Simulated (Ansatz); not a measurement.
**WS2 with vanadium replacing W: what each run costs**

WS2 with vanadium replacing W, cell charge +1. Cell: 36 atoms, space group Pm, a = 6.360 Å, b = 9.540 Å, c = 12.500 Å, α = 90.00°, β = 90.00°, γ = 120.00°.

All runs are DFT with Ansatz 0.2.0 on 4 threads of Intel Xeon 6975P-C (Granite Rapids) (x86_64; 16 cores open to the job, memory cap 8.0 GiB, no GPU), a shared host.

**Question.** Rank the runs by wall time, shortest first.
A. relaxation of the ions, PBE, 420 eV, 4×3×2 k-points, smearing 0.01 eV
B. single point, PBE, 420 eV, 4×3×2 k-points, smearing 0.01 eV
C. single point at relaxed positions, r2SCAN, 500 eV, 4×3×2 k-points, smearing 0.01 eV

**Answer.** B (58 s, 3.2 GiB), C (98 s, 4.8 GiB), A (2.4 min, 3.7 GiB).
